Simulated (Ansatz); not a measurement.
An Ansatz (a quantum-chemistry and plane-wave program) run. Input:

Ansatz 0.2 input:
```yaml
crystal:
  lattice:
    - [0.0, 4.0019586865, 4.0019586865]
    - [4.0019586865, 0.0, 4.0019586865]
    - [4.0019586865, 4.0019586865, 0.0]
  atoms:
    - { symbol: K, position: [0.75, 0.75, 0.75] }
    - { symbol: K, position: [0.25, 0.25, 0.25] }
    - { symbol: Li, position: [0.5, 0.5, 0.5] }
    - { symbol: Ga, position: [0.0, 0.0, 0.0] }
    - { symbol: F, position: [0.7622156614, 0.2377843386, 0.2377843386] }
    - { symbol: F, position: [0.2377843386, 0.7622156614, 0.7622156614] }
    - { symbol: F, position: [0.2377843386, 0.7622156614, 0.2377843386] }
    - { symbol: F, position: [0.7622156614, 0.2377843386, 0.7622156614] }
    - { symbol: F, position: [0.2377843386, 0.2377843386, 0.7622156614] }
    - { symbol: F, position: [0.7622156614, 0.7622156614, 0.2377843386] }
kpoints:
  mp_grid: { grid: [4, 4, 4] }
hamiltonian:
  xc: hse06
  pseudopotentials: { kind: paw }
magnetization: { noncollinear: true, spin_orbit: true }
scf:
  n_extra_bands: 20
  occupations: { method: gaussian, width: 0.02 }
output:
  eigenvalues: true
  eigenstates:
    e_range: [-9.0, 21.3]
    kpoints:
      - [0.0, 0.0, 0.0]  # VBM
      - [0.0, 0.0, 0.0]  # CBM
      - [0.0, 0.0, 0.0]  # GAMMA
      - [0.5, 0.0, 0.5]  # X
      - [0.5, 0.5, 0.5]  # L
      - [0.5, 0.25, 0.75]  # W
      - [0.375, 0.375, 0.75]  # K
      - [0.625, 0.25, 0.625]  # U
```

Output (shortened):

```
Pseudopotential: K, paw_fr, valence charge 9
Pseudopotential: Li, paw_fr, valence charge 3
Pseudopotential: Ga, paw_fr, valence charge 13
Pseudopotential: F, paw_fr, valence charge 7
Functional definition: HSE06
non-collinear run that drives no moment, with spin-orbit …
Crystal: 10 atoms, lattice volume = 128.188 Å³
Basis set: ecut = 420 eV, 2445 PW (Γ)
Bands: 96, of which v1, the nominal top of the filled ones, is band 76 counted from 1 (75 counted from 0)
Symmetry: 48 space group operations + 48 with time reversal
k-points: 8 of 64
Projection manifold: j_resolved (fully-relativistic pseudo-atomic orbitals)
SCF iter   1: F=—  HF=-11932.872751 eV  |F-HF|=—  |Δ(HF+E_count)|=         —  Δρ=1.40e-1  dr2=1.90e1  dr2_m=0.00e0 (ungated)  ethr=1.00e-1  |M|=0.00e0 ∫|m|=0.00e0 μB  |m|>n=0.0e0 m-floor=0.0e0 τ_xc=0.0e0  β_m=0.30  ⟨swp⟩=7.9  Hψ=2980  notcnv=0
preconditioner: auto → none
SCF iter   2: F=—  HF=-11926.417830 eV  |F-HF|=—  |Δ(HF+E_count)|=    6.45e0  Δρ=5.85e-2  dr2=2.86e0  dr2_m=0.00e0 (ungated)  ethr=2.50e-2  |M|=0.00e0 ∫|m|=0.00e0 μB  |m|>n=0.0e0 m-floor=0.0e0 τ_xc=0.0e0  β_m=0.36  ⟨swp⟩=4.9  Hψ=2019  notcnv=0  defer=4
SCF iter   3: F=—  HF=-11925.424818 eV  |F-HF|=—  |Δ(HF+E_count)|=   9.93e-1  Δρ=2.23e-2  dr2=3.43e-1  dr2_m=0.00e0 (ungated)  ethr=3.77e-3  |M|=0.00e0 ∫|m|=0.00e0 μB  |m|>n=0.0e0 m-floor=0.0e0 τ_xc=0.0e0  β_m=0.45  ⟨swp⟩=7.9  Hψ=2243  notcnv=0  defer=2
iter 4 solved again at ethr=3.96e-5 eV; its pass at ethr=4.51e-4 eV (dr2=3.01e-2 eV) is discarded
SCF iter   4: F=—  HF=-11925.318467 eV  |F-HF|=—  |Δ(HF+E_count)|=   1.06e-1  Δρ=7.67e-3  dr2=3.07e-2  dr2_m=0.00e0 (ungated)  ethr=3.96e-5  |M|=0.00e0 ∫|m|=0.00e0 μB  |m|>n=0.0e0 m-floor=0.0e0 τ_xc=0.0e0  β_m=0.54  ⟨swp⟩=4.0  Hψ=3793  notcnv=0  defer=7
SCF iter   5: F=-11925.323231 eV  HF=-11925.323060 eV  |F-HF|=1.71e-4  |Δ(HF+E_count)|=   4.59e-3  Δρ=1.58e-3  dr2=1.46e-3  dr2_m=0.00e0 (ungated)  ethr=3.96e-5  |M|=0.00e0 ∫|m|=0.00e0 μB  |m|>n=0.0e0 m-floor=0.0e0 τ_xc=0.0e0  ⟨swp⟩=3.8  Hψ=1862  notcnv=0  defer=7
SCF 1 stopped early in 5 iterations: F = -11925.323231 eV  dr2 = 1.46e-3
Crystal: 10 atoms, lattice volume = 128.188 Å³
Projection manifold: j_resolved (fully-relativistic pseudo-atomic orbitals)
Exchange kernel: α = 0.2500, screened, ω = 0.2079 Å⁻¹, Wigner–Seitz truncation, v(0) = 1046.2612 eV·Å³, q-mesh 4×4×4, nearest image of the exchange supercell L …
Frozen-core exchange: fock
SCF iter   1: F=—  HF=-11926.002815 eV  |F-HF|=—  |Δ(HF+E_count)|=         —  Δρ=1.04e-2  dr2=1.07e-1  dr2_m=0.00e0 (ungated)  ethr=1.92e-5  |M|=0.00e0 ∫|m|=0.00e0 μB  |m|>n=0.0e0 m-floor=0.0e0 τ_xc=0.0e0  β_m=0.30  ⟨swp⟩=6.4  Hψ=3247  notcnv=0
preconditioner: auto → none
SCF iter   2: F=—  HF=-11925.975701 eV  |F-HF|=—  |Δ(HF+E_count)|=   2.71e-2  Δρ=6.35e-3  dr2=2.28e-2  dr2_m=0.00e0 (ungated)  ethr=1.92e-5  |M|=0.00e0 ∫|m|=0.00e0 μB  |m|>n=0.0e0 m-floor=0.0e0 τ_xc=0.0e0  β_m=0.53  ⟨swp⟩=4.5  Hψ=2406  notcnv=0
SCF iter   3: F=—  HF=-11925.993058 eV  |F-HF|=—  |Δ(HF+E_count)|=   1.74e-2  Δρ=1.47e-3  dr2=1.42e-3  dr2_m=0.00e0 (ungated)  ethr=1.92e-5  |M|=0.00e0 ∫|m|=0.00e0 μB  |m|>n=0.0e0 m-floor=0.0e0 τ_xc=0.0e0  β_m=0.53  ⟨swp⟩=5.0  Hψ=1881  notcnv=0
SCF iter   4: F=—  HF=-11925.992612 eV  |F-HF|=—  |Δ(HF+E_count)|=   4.46e-4  Δρ=4.20e-4  dr2=9.32e-5  dr2_m=0.00e0 (ungated)  ethr=1.40e-6  |M|=0.00e0 ∫|m|=0.00e0 μB  |m|>n=0.0e0 m-floor=0.0e0 τ_xc=0.0e0  β_m=0.60  ⟨swp⟩=4.0  Hψ=1838  notcnv=0
SCF iter   5: F=-11925.992573 eV  HF=-11925.992573 eV  |F-HF|=4.90e-7  |Δ(HF+E_count)|=   3.87e-5  Δρ=3.97e-5  dr2=1.13e-5  dr2_m=0.00e0 (ungated)  ethr=1.09e-7  |M|=0.00e0 ∫|m|=0.00e0 μB  |m|>n=0.0e0 m-floor=0.0e0 τ_xc=0.0e0  ⟨swp⟩=3.8  Hψ=1873  notcnv=0
SCF 2 stopped early in 5 iterations: F = -11925.992573 eV  dr2 = 1.13e-5
hybrid outer 1: dexx = +2.605e-2 eV, tail = 9.95e-5 eV
Crystal: 10 atoms, lattice volume = 128.188 Å³
Projection manifold: j_resolved (fully-relativistic pseudo-atomic orbitals)
Exchange kernel: α = 0.2500, screened, ω = 0.2079 Å⁻¹, Wigner–Seitz truncation, v(0) = 1046.2612 eV·Å³, q-mesh 4×4×4, nearest image of the exchange supercell L …
Frozen-core exchange: fock
SCF iter   1: F=—  HF=-11925.992726 eV  |F-HF|=—  |Δ(HF+E_count)|=         —  Δρ=9.41e-5  dr2=4.65e-6  dr2_m=0.00e0 (ungated)  ethr=6.54e-7  |M|=0.00e0 ∫|m|=0.00e0 μB  |m|>n=0.0e0 m-floor=0.0e0 τ_xc=0.0e0  β_m=0.30  ⟨swp⟩=6.5  Hψ=1988  notcnv=0
preconditioner: auto → none
SCF iter   2: F=—  HF=-11925.992724 eV  |F-HF|=—  |Δ(HF+E_count)|=   2.04e-6  Δρ=4.01e-5  dr2=1.18e-6  dr2_m=0.00e0 (ungated)  ethr=5.80e-9  |M|=0.00e0 ∫|m|=0.00e0 μB  |m|>n=0.0e0 m-floor=0.0e0 τ_xc=0.0e0  β_m=0.55  ⟨swp⟩=4.0  Hψ=2173  notcnv=0
SCF iter   3: F=—  HF=-11925.992724 eV  |F-HF|=—  |Δ(HF+E_count)|=   2.09e-7  Δρ=2.21e-5  dr2=4.00e-7  dr2_m=0.00e0 (ungated)  ethr=1.24e-9  |M|=0.00e0 ∫|m|=0.00e0 μB  |m|>n=0.0e0 m-floor=0.0e0 τ_xc=0.0e0  β_m=0.56  ⟨swp⟩=4.0  Hψ=1973  notcnv=0
SCF iter   4: F=—  HF=-11925.992725 eV  |F-HF|=—  |Δ(HF+E_count)|=   1.33e-6  Δρ=1.49e-5  dr2=1.17e-7  dr2_m=0.00e0 (ungated)  ethr=4.08e-10  |M|=0.00e0 ∫|m|=0.00e0 μB  |m|>n=0.0e0 m-floor=0.0e0 τ_xc=0.0e0  β_m=0.56  ⟨swp⟩=4.9  Hψ=2314  notcnv=0
iter 5 solved again at ethr=1.48e-11 eV; its pass at ethr=1.51e-10 eV (dr2=1.13e-8 eV) is discarded
SCF iter   5: F=-11925.992725 eV  HF=-11925.992725 eV  |F-HF|=9.19e-9  |Δ(HF+E_count)|=   4.90e-8  Δρ=4.66e-6  dr2=1.24e-8  dr2_m=0.00e0 (ungated)  ethr=1.48e-11  |M|=0.00e0 ∫|m|=0.00e0 μB  |m|>n=0.0e0 m-floor=0.0e0 τ_xc=0.0e0  ⟨swp⟩=3.1  Hψ=3242  notcnv=0  defer=1
SCF 3 converged in 5 iterations: F = -11925.992725 eV  dr2 = 1.24e-8
hybrid outer 2: dexx = +1.653e-6 eV, tail = 5.95e-8 eV, Δε = 5.01e-3 eV (about 1.54e-4 eV left of the loop's levels)
NSCF: frozen V_eff on 8 k-points
hybrid SCF converged: 2 outer / 10 inner (+5 warm-up), last move |dexx| = 1.65e-6 eV, tail = 5.95e-8 eV
Stability not checked (fock_operator)
Magnetization: |M| = 0.0000 μB,  M = (+0.0000, +0.0000, +0.0000) μB
Absolute magnetization: 0.0000 μB (∫|m|)
  site 0: m = (+0.0000, +0.0000, +0.0000) μB, |m| = 0.0000 μB  (R = 1.17 Å)
  site 1: m = (+0.0000, +0.0000, +0.0000) μB, |m| = 0.0000 μB  (R = 1.17 Å)
  site 2: m = (+0.0000, +0.0000, +0.0000) μB, |m| = 0.0000 μB  (R = 0.87 Å)
  site 3: m = (+0.0000, +0.0000, +0.0000) μB, |m| = 0.0000 μB  (R = 0.79 Å)
  site 4: m = (+0.0000, +0.0000, +0.0000) μB, |m| = 0.0000 μB  (R = 0.79 Å)
  site 5: m = (+0.0000, +0.0000, +0.0000) μB, |m| = 0.0000 μB  (R = 0.79 Å)
  site 6: m = (+0.0000, +0.0000, +0.0000) μB, |m| = 0.0000 μB  (R = 0.79 Å)
  site 7: m = (+0.0000, +0.0000, +0.0000) μB, |m| = 0.0000 μB  (R = 0.79 Å)
  site 8: m = (+0.0000, +0.0000, +0.0000) μB, |m| = 0.0000 μB  (R = 0.79 Å)
  site 9: m = (+0.0000, +0.0000, +0.0000) μB, |m| = 0.0000 μB  (R = 0.79 Å)
Free energy (F): -11925.992725 eV
Frozen-core exchange: fock
Harris-Foulkes:  -11925.992725 eV  (|F-HF|=9.19e-9)
Internal energy: -11925.992725 eV  (E = F + TS)
E sigma→0 (E₀):  -11925.992725 eV
Fermi energy:    4.972656 eV
--- Per-component energies (eV) ---
  E_band       = -692.234177
  E_kinetic    = 1901.703878
  E_local      = -6907.187857  (includes V_loc(G=0)·N_el)
  E_nonlocal   = 862.244212
  E_hartree    = 2780.303873
  E_xc         = -664.084664
  E_vxc        = -807.538670  (∫ρ·V_xc dr)
  E_exx        = -268.818206  (= α·E_x^exact, valence–valence)
  E_paw        = -4692.848749  (= ΣΔE_a)
  E_vpaw       = -764.447697  (= ΣTr[D̂ρ^β])
  E_aug_tail   = 0.012152  (compensation charges beyond the density's cutoff)
  E_ewald      = -4936.967102
  E_core_change = -0.350263  (= ΣΔE_core)
  E_smearing   =  0.000000  (= −TS)
  E_closure    =  0.000000  (closes the sum)
  Σ components = -11925.992725   (vs F -11925.992725, Δ=0.00e0)
  [band-id]    e_kinetic+e_local+e_nonlocal+2·e_hartree+e_vxc+2·e_exx+e_vpaw+e_augmentation_tail = -692.242648   (vs E_band -692.234177, Δ=-8.47e-3)
--- Band table (eV; the first three rows and the last of 8) ---
  k-point 0: bands = ["-42.8804", "-42.8804", "-26.3509", "-26.3509", "-26.2857", "-26.2857", "-21.4126", "-21.4126", "-20.8142", "-20.8142", "-20.8093", "-20.8093", "-20.8093", "-20.8093", "-20.6826", "-20.6826", "-20.6826", "-20.6826", "-12.1813", …
  k-point 1: bands = ["-42.8805", "-42.8805", "-26.3381", "-26.3381", "-26.2921", "-26.2921", "-21.3867", "-21.3867", "-20.8674", "-20.8674", "-20.7949", "-20.7949", "-20.7922", "-20.7922", "-20.7030", "-20.7030", "-20.7026", "-20.7026", "-12.1836", …
  k-point 2: bands = ["-42.8805", "-42.8805", "-26.3122", "-26.3122", "-26.3116", "-26.3116", "-21.3536", "-21.3536", "-20.9308", "-20.9308", "-20.7530", "-20.7530", "-20.7497", "-20.7497", "-20.7478", "-20.7478", "-20.7478", "-20.7478", "-12.1860", …
  k-point 7: bands = ["-42.8805", "-42.8805", "-26.3097", "-26.3097", "-26.3097", "-26.3097", "-21.3298", "-21.3298", "-20.9059", "-20.9059", "-20.8198", "-20.8198", "-20.8165", "-20.8165", "-20.7202", "-20.7202", "-20.7157", "-20.7157", "-12.1882", …
```

The points marked VBM and CBM come from a semilocal run.

Space group Fm-3m. The first step of the workflow began from a Materials Project structure, measured or hypothetical; the Crystallography Open Database copy checked does not list it. Its standing as an ambient phase is unchecked. Symmetry was held in the HSE06 relaxation; whether a distortion lowers the energy is not shown.

Potentials: the later of the program's two PAW sets.

Ansatz is a plane-wave DFT program.
